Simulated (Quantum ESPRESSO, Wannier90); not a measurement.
# Wannierisation of TaSi2 (P6₄22)

```
begin unit_cell_cart
ang
    4.7837901445    0.0000000000    0.0000000000
   -2.3918950722    4.1428837915    0.0000000000
    0.0000000000    0.0000000000    6.5528100000
end unit_cell_cart
begin atoms_frac
Ta   0.0000000000  0.5000000000  0.3333333333
Ta   0.5000000000  0.0000000000  0.0000000000
Ta   0.5000000000  0.5000000000 -0.3333333333
Si  -0.1583900000 -0.3167800000  0.0000000000
Si   0.1583900000 -0.1583900000 -0.3333333333
Si   0.3167800000  0.1583900000  0.3333333333
Si   0.1583900000  0.3167800000  0.0000000000
Si  -0.1583900000  0.1583900000 -0.3333333333
Si  -0.3167800000 -0.1583900000  0.3333333333
end atoms_frac
```

Materials Project entry mp-11192; symmetrised, unrelaxed at this level. COD (Crystallography Open Database) has the formula in 2 space groups, this one among them (matched by group alone). Computed values, not measurements, from LDA: Quantum ESPRESSO (norm-conserving PseudoDojo potentials, cutoff 47 Ry, no spin polarisation, no spin-orbit coupling) on a Γ-centred 4×4×4 mesh, then Wannier90. Density: 12×12×6 mesh, cold smearing 0.01 Ry. Spin-orbit coupling is left out although heavy elements are present.

A tight-binding model is made by disentanglement and projection with no localisation steps (num_iter = 0), so the 51 orbitals stay atom-like: hydrogen-like Ta: s;p;d; Si: s;p, axes along x, y, z; frozen window up to 1.50 eV relative to the Fermi level. It follows pw.x to 25 meV rms for states up to 1.0 eV relative to the Fermi level. Matrix elements depend on this choice of orbitals and windows.

Problem. What are the on-site energies relative to the Fermi level, and how fast do the hoppings decay?

Solution. 
```csv
atom,orbitals,energy (eV)
Ta1,s,2.84
Ta1,pz,8.50
Ta1,px,7.96
Ta1,py,8.00
Ta1,dz2,1.19
Ta1,dxz,1.38
Ta1,dyz,1.44
Ta1,dx2-y2,1.29
Ta1,dxy,1.26
Ta2,s,2.84
Ta2,pz,8.50
Ta2,px,8.03
Ta2,py,7.94
Ta2,dz2,1.19
Ta2,dxz,1.47
Ta2,dyz,1.35
Ta2,dx2-y2,1.25
Ta2,dxy,1.30
Ta3,s,2.84
Ta3,pz,8.50
Ta3,px,7.96
Ta3,py,8.00
Ta3,dz2,1.19
Ta3,dxz,1.38
Ta3,dyz,1.44
Ta3,dx2-y2,1.29
Ta3,dxy,1.26
Si4,s,-3.94
Si4,pz,2.67
Si4,px,2.56
Si4,py,2.52
Si5,s,-3.94
Si5,pz,2.67
Si5,px,2.53
Si5,py,2.55
Si6,s,-3.94
Si6,pz,2.67
Si6,px,2.53
Si6,py,2.55
Si7,s,-3.94
```

```tsv
distance of the centres (Å)	largest modulus (eV)
2–3	3.1
3–4	0.87
4–5	0.55
5–6	0.92
6–7	0.56
7–8	0.095
```
